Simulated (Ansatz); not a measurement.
FeS2:
```cif
data_Fe4S8
_chemical_formula_sum 'Fe4 S8'
_space_group_name_H-M_alt 'P 1'
_space_group_IT_number 1
_cell_length_a 5.32370
_cell_length_b 5.32370
_cell_length_c 5.32370
_cell_angle_alpha 90.000
_cell_angle_beta 90.000
_cell_angle_gamma 90.000
loop_
_space_group_symop_operation_xyz
  'x, y, z'
loop_
_atom_site_label
_atom_site_type_symbol
_atom_site_fract_x
_atom_site_fract_y
_atom_site_fract_z
_atom_site_occupancy
Fe1 Fe 0.00000 0.00000 0.00000 1
Fe2 Fe 0.50000 0.50000 0.00000 1
Fe3 Fe 0.00000 0.50000 0.50000 1
Fe4 Fe 0.50000 0.00000 0.50000 1
S1 S 0.38169 0.38169 0.38169 1
S2 S 0.88169 0.11831 0.61831 1
S3 S 0.61831 0.88169 0.11831 1
S4 S 0.11831 0.61831 0.88169 1
S5 S 0.61831 0.61831 0.61831 1
S6 S 0.11831 0.88169 0.38169 1
S7 S 0.38169 0.11831 0.88169 1
S8 S 0.88169 0.38169 0.11831 1
```

Relaxed with PBEsol. Independent-particle spectrum: no excitons, no local fields, no scissors shift; 0.1 eV broadening; ε₁ of the summed bands alone.

### Question
Tabulate the dielectric function from PBEsol (plane waves, PAW; program Ansatz).

### Answer


```tsv
E (eV)	ε₁ xx	ε₂ xx
0.0	20.78	0.00
0.5	21.54	0.01
1.0	24.16	0.30
1.5	32.19	5.51
2.0	33.01	23.11
2.5	15.23	29.08
3.0	5.22	21.55
3.5	4.45	20.95
4.0	-2.21	16.31
4.5	-1.82	12.43
5.0	0.39	10.28
5.5	-0.73	11.49
6.0	-2.03	9.02
6.5	-0.72	5.65
7.0	0.69	7.40
7.5	-0.65	8.41
8.0	-1.41	5.42
8.5	0.48	4.93
9.0	1.23	6.21
9.5	-0.60	7.83
10.0	-1.79	7.17
10.5	-2.98	6.31
11.0	-2.95	5.23
11.5	-3.04	4.21
12.0	-3.04	3.63
```

### Question
From ε at 1.3 eV (xx: 28.44 + 1.16i), find n, k, the normal reflectivity and the absorption coefficient.

### Answer
n = 5.33, k = 0.109, R = 47 %, α = 2kE/ħc = 14000 cm⁻¹.

With all bands, ε∞ without local fields is 20.9. DFPT, with local fields, gives 20.5.

Space group Pa-3. The cell was relaxed with PBEsol under the symmetry of its start. The workflow began spin-polarised and lost its moments.

Potentials: the later of the program's two PAW sets.
